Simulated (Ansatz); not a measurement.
## La vacancy in LaCu3Ni2, calculated

Level of theory: PBEsol, no spin polarisation, scalar-relativistic; Ansatz, plane waves to 420 eV (PAW set soft_2), k-mesh 4×4×4 shifted by half a step.

The relaxed host crystal (no gap at this level of theory):

```
Cu La Ni
1.0
     4.96673    0.00000    0.00000
    -2.48336    4.30131    0.00000
     0.00000    0.00000    4.02850
Cu La Ni
3 1 2
Direct
  0.50000 0.00000 0.50000
  0.00000 0.50000 0.50000
  0.50000 0.50000 0.50000
  0.00000 0.00000 0.00000
  0.33333 0.66667 0.00000
  0.66667 0.33333 0.00000
```

Supercell of 18 atoms, rows of the matrix [[-1,-1,1],[1,0,1],[0,1,1]] times the cell vectors; La vacancy at (0.000, 0.000, 0.000) in fractions of the cell above. Atoms are relaxed at the host's cell, from a start shaken by 0.05 Å near the defect. The cell loses 1 of its 3 La, so this is a heavily defective crystal.

Distances from the empty La site (Å), by shell of the perfect crystal:

```
shell  perfect crystal  relaxed, charge 0
 6 Ni             2.87               2.69
```

| charge | gap of the cell on the mesh (eV) |
| --- | --- |
| 0 | 0.00 |

Formation energy of the neutral defect: 4.37 eV, taking atoms from and to the elements' standard states (no corrections for gases), so it belongs to those chemical potentials alone.

Caveats: a metal with Cr, Mn, Fe, Co or Ni was run without spin, and may be magnetic; small supercell, so energies and levels can be off by tenths of an eV; one random start near the defect, so other minima are possible.
